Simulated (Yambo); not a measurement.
Yambo run on ScF3 (space group R32, No. 155, within 0.06 Å of Pm-3m). The wavefunctions are PBEsol (Quantum ESPRESSO, PseudoDojo norm-conserving, 84 Ry, without SOC) ones on a 4×4×4 mesh (16 occupied bands); a = b = c = 4.017 Å, α = β = γ = 90.02°.

Yambo input:

```
rim_cut
gw0
dyson
el_el_corr
HF_and_locXC
mpa
em1d
RandQpts= 1000000
RandGvec= 1 Ry
EXXRLvcs= 84 Ry
VXCRLvcs= 336 Ry
Chimod= "HARTREE"
% BndsRnXm
 2 | 154 |
%
NGsBlkXm= 10 Ry
% LongDrXm
 1.0 | 1.0 | 1.0 |
%
EnSampXm= "2l"
EnGridXm= "lP"
% EnRngeXm
 0.0 | 40.0 | eV
%
% ImRngeXm
 2.72114 | 27.21138 | eV
%
% DmRngeXm
 0.02721 | 2.72114 | eV
%
ETStpsXm= 8
IntSolXm= "PT"
% GbndRnge
 1 | 154 |
%
GTermKind= "none"
DysSolver= "n"
ExtendOut
% QPkrange
 1 | 1 | 16 | 17 |
 13 | 13 | 16 | 16 |
%
```

k points by index: 1 = Γ, 13 = Z.

The o-*.qp file then holds:

```
#    K-point    Band    Eo [eV]    E [eV]    E-Eo [eV]    Vxc [eV]    Vnlxc [eV]    Sc|Eo [eV]    Sc|E [eV]    dSc/dw|Eo [eV]    Re(Z)    Im(Z)
#
    1    16    -0.540208    -2.439390    -1.899181    -22.51066    -30.23482    5.232694    5.824976    -8.463165    0.762563    -0.012485
    1    17    6.297673    9.251555    2.953881    -17.47713    -9.301307    -4.500064    -5.221941    -6.647254    0.803634    -0.005851
    13    16    0.000000    -1.893487    -1.893487    -22.78197    -30.69212    5.412630    6.016663    -8.658437    0.758404    -0.012636
```
(The two width columns are left out.) Convergence of these settings isn't established.

Geometry relaxed with PBEsol.
